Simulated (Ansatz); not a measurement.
Relaxed Mg (hcp, Mg type):

```yaml
crystal:
  lattice:
    - [6.37233, 0.00000, 0.00000]
    - [-1.59308, 2.75930, 0.00000]
    - [0.00000, 0.00000, 5.22349]
  atoms:
    - { symbol: Mg, position: [0.16667, 0.66667, 0.75000] }
    - { symbol: Mg, position: [0.66667, 0.66667, 0.75000] }
    - { symbol: Mg, position: [0.33333, 0.33333, 0.25000] }
    - { symbol: Mg, position: [0.83333, 0.33333, 0.25000] }
```

Scan: atom 2 (Mg, nearest neighbour Mg at 3.186 Å; its periodic images, 3.2 Å or more away, move with it) is displaced along Cartesian [111], direction (0.577, 0.577, 0.577) in Cartesian axes, by s. The other atoms stay.

All values below come from PBE (plane waves to 420 eV, PAW, scalar-relativistic; Ansatz, a quantum-chemistry and plane-wave program). k mesh 7×14×7 (Γ-centred), Fermi-Dirac smearing 0.05 eV. The energy includes the smearing's −TS. With partly filled bands, energies and forces of such displacements shift with the k mesh and the smearing. Mg was relaxed with its symmetry unable to fall. The PAW data are Ansatz's earlier set. ΔE is measured from the undisplaced structure. The last digit holds for this mesh only.

```
s (Å)   ΔE (meV/cell)
------  -------------
-0.320          140.1
-0.256           88.4
-0.192           49.1
-0.128           21.6
-0.064            5.3
0.000             0.0
0.064             5.3
0.128        withheld
0.192            47.7
0.256            85.1
0.320           133.6
```

Q: Fit a polynomial form (powers 2, 3, 4) to the given rows and predict ΔE at s = 0.128.

A: Least squares on the 10 given rows: ΔE = (1300)·s² + (-99.00)·s³ + (354.5)·s⁴, in meV/cell with s in Å; root-mean-square residual 0.02 meV/cell. At 0.128 the fit gives 21.2 meV/cell; the calculation gives 21.2 meV/cell, the same to the digits shown. The quadratic term alone would give 21.3 meV/cell.

(For displaced atoms, the force is minus the slope of the energy, and its curvature is a force constant, which sets phonon frequencies.)
